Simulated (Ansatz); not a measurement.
YTl$_{3}$ (Cu3Au type, Pm-3m), DFT-PBE in the program Ansatz with PAW potentials, all energies at zero smearing, with the estimated change up to a 700 eV cutoff added, with one set of potentials and settings (totals compare only within such a set). Cell of 4 atoms (3 Tl, 1 Y): -38182.073 eV.

```json
[
 {"element": "Tl", "reference phase": "P6_3/mmc, 2 atoms in the cell", "E (eV/atom)": "-11444.1498"},
 {"element": "Y", "reference phase": "P6_3/mmc, 2 atoms in the cell", "E (eV/atom)": "-3848.6668"}
]
```

Formation energy per atom, worked out: (-38182.073 − 3×(-11444.1498) − 1×(-3848.6668))/4 = -0.239 eV/atom (-23 kJ per mol of atoms), at 0 K, without zero-point energy or fitted corrections.

The workflow started from an entry of the Crystallography Open Database (COD). Whether it is the stable phase at ambient conditions was not checked. Symmetry was held in the PBE relaxation; whether a distortion lowers the energy is not shown. The run is not spin-polarised. The references are the lowest solids computed at this level, not always the standard phases. Scalar-relativistic: spin–orbit coupling is off unless named, which matters more the heavier the elements.

Potentials: the later of the program's two PAW sets.
